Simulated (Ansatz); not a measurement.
Sn:
Space group I4₁/amd, origin choice 1 (No. 141); a = 5.858 Å, b = 5.858 Å, c = 3.215 Å, α = 90.00°, β = 90.00°, γ = 90.00°

```tsv
atom	site	symmetry	x	y	z
Sn	4a	-4m2	0.0000	0.0000	0.0000
```
(The calculation used a cell of 2 atoms; values per cell refer to that cell.)

This is the r²SCAN-relaxed structure.

Q: All from the program Ansatz at the r²SCAN level (PAW), unless another level is named. Predict the density of states at the Fermi level.

A: 0.44 states/eV per atom (mean over ±0.08 eV).

Q: What about the gap with spin–orbit coupling?

A: none (metallic).

Space group I4_1/amd (β-Sn type). The cell was relaxed with r²SCAN under the symmetry of its start; of distortions, only those at the zone centre were tested. Axis ratios of metals converge slowly with the k-mesh, so a and c are less sure than the volume. Scalar-relativistic: spin–orbit coupling is off unless named, which matters more the heavier the elements.

Potentials: the later of the program's two PAW sets.
